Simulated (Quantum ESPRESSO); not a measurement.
Ga3InP4, convergence and cost over cutoff and k mesh

Simulated, not a measurement. The program is pw.x of Quantum ESPRESSO 7.5 (plane-wave density functional theory). The cell is made up: 8 atoms on a zincblende/diamond lattice, with randomly drawn elements, strain and displacements, not relaxed. PseudoDojo standard norm-conserving files (v0.5 for PBE, v0.4.1 for LDA and PBEsol) set the functional; there is no spin polarisation, spin-orbit coupling or dispersion term, and the masses in the input are unused placeholders.

Input of the run in row 2:

```
&control calculation='scf', pseudo_dir='./dojo.nc.sr.pbe.v0_5.standard.upf', outdir='./o', disk_io='medium', tprnfor=.true., tstress=.true. /
&system ibrav=0, nat=8, ntyp=3, nbnd=42, ecutwfc=79.96652505, nosym=.true., tot_charge=0,
 occupations='smearing', smearing='fd', degauss=0.0018374661
/
&electrons conv_thr=7.350e-09, electron_maxstep=60, /
ATOMIC_SPECIES
Ga 1.0 Ga.upf
In 1.0 In.upf
P 1.0 P.upf
CELL_PARAMETERS angstrom
5.5275 0.0 0.0
0.0 5.5275 0.0
0.0 0.0 5.5275
ATOMIC_POSITIONS angstrom
Ga -0.022 -0.0153 -0.0079
In -0.0323 2.734 2.7729
Ga 2.7722 -0.0465 2.7486
Ga 2.7916 2.8485 -0.0719
P 1.4431 1.4124 1.3304
P 1.4057 4.115 4.2276
P 4.1014 1.4569 4.1778
P 4.0869 4.1139 1.3567
K_POINTS automatic
4 4 4 1 1 1
```

The same cell was run at these settings. Meshes are shifted by half a step, and differences are from the last row, which is itself not exact.

```
cutoff (eV)     k mesh  k points solved  threshold (eV)  free energy less the last row's (eV)  pressure (GPa)  largest stress difference (GPa)  largest force difference (eV/Å)  iterations  wall time (s)  k-point pools              processor
        762  2 x 2 x 2                4           1e-04                                 5.558          -37.16                            42.29                            0.027           7             40              1  AMD EPYC, Zen 5 class
       1088  4 x 4 x 4               32           1e-07                                 0.009            5.10                             0.02                            0.001          10            316              1  AMD EPYC, Zen 5 class
       1377  6 x 6 x 6              108           1e-07                                 0.000            5.12                             0.00                            0.000          10           1855              1  AMD EPYC, Zen 5 class
```

Each pool is one process. Wall times include start-up and a band step at six k points, which weighs most on the coarsest meshes. The runs were on shared virtual cores whose load varied, so times are rough.